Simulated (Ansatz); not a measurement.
Density of states of a Ge$_{16}$As$_{9}$ cell (a random packing after short dynamics, relaxed), per eV and atom, broadened by Gaussian smearing of width 0.1 eV and averaged over bins of 0.4 eV, from 8 eV under the Fermi level at most up to where the solved bands end.

The calculation used Ansatz 0.2.0, DFT PBE, scalar-relativistic, plane waves, PAW.

Plane waves to 420 eV, a k mesh through Γ of 3×3×3 on the computed 25-atom cell and Gaussian smearing (0.10 eV); no spin polarisation.

```
CELL_PARAMETERS angstrom
9.39304 0.10743 -0.08107
0.15347 7.85636 0.00406
0.01451 0.01732 7.67805
ATOMIC_POSITIONS crystal
Ge 0.62355 0.87276 0.63289
Ge 0.61457 0.54445 0.53086
Ge 0.25265 0.36537 0.76750
Ge 0.61938 0.87697 0.27436
Ge 0.98242 0.15793 0.18716
Ge 0.06597 0.72995 0.43485
Ge 0.74331 0.07623 0.04363
Ge 0.81931 0.64565 0.33207
Ge 0.39549 0.22627 0.52213
Ge 0.93401 0.46483 0.09304
Ge 0.78340 0.53782 0.82024
Ge 0.55720 0.65546 0.02761
Ge 0.24942 0.04969 0.27097
Ge 0.65454 0.20750 0.68623
Ge 0.86973 0.84173 0.86602
Ge 0.35882 0.74336 0.40517
As 0.56013 0.37371 0.18935
As 0.30303 0.42024 0.27529
As 0.89585 0.19993 0.50202
As 0.04013 0.97365 0.65977
As 0.35355 0.91748 0.69142
As 0.08959 0.72170 0.05830
As 0.00686 0.45891 0.63119
As 0.38296 0.19833 0.01855
As 0.31052 0.65631 0.88091
```

```csv
E − E_F (eV),total,Ge 4p,As 4p,Ge 4s,As 4s
-7.85,0.302,0.063,0.033,0.165,0.039
-7.45,0.273,0.057,0.032,0.152,0.031
-7.05,0.274,0.058,0.039,0.151,0.027
-6.65,0.245,0.051,0.037,0.138,0.018
-6.25,0.260,0.057,0.040,0.144,0.016
-5.85,0.185,0.045,0.036,0.089,0.013
-5.45,0.128,0.037,0.028,0.057,0.006
-5.05,0.083,0.022,0.021,0.036,0.003
-4.65,0.268,0.103,0.136,0.020,0.007
-4.25,0.505,0.205,0.247,0.036,0.014
-3.85,0.510,0.220,0.235,0.038,0.014
-3.45,0.460,0.207,0.205,0.033,0.012
-3.05,0.571,0.256,0.253,0.041,0.016
-2.65,0.503,0.235,0.217,0.033,0.014
-2.25,0.546,0.283,0.209,0.035,0.014
-1.85,0.533,0.289,0.192,0.033,0.013
-1.45,0.556,0.312,0.182,0.040,0.015
-1.05,0.524,0.295,0.166,0.040,0.016
-0.65,0.448,0.246,0.137,0.039,0.017
-0.25,0.422,0.225,0.129,0.042,0.015
0.15,0.319,0.169,0.093,0.037,0.012
0.55,0.401,0.210,0.110,0.047,0.019
0.95,0.416,0.207,0.122,0.049,0.020
1.35,0.481,0.232,0.152,0.052,0.020
```

The columns after the total are the largest Löwdin projections on the valence shells of the potentials, so they needn't add up, and the weight of a shell that a potential lacks goes to other orbitals. The cell has no gap on the mesh.

The relaxation stopped before its thresholds.

The k mesh is coarse.

Cost: 2 runs of about 25 core-minutes in all (earlier runs that led there not counted), on Arm Neoverse V2 (shared hosts).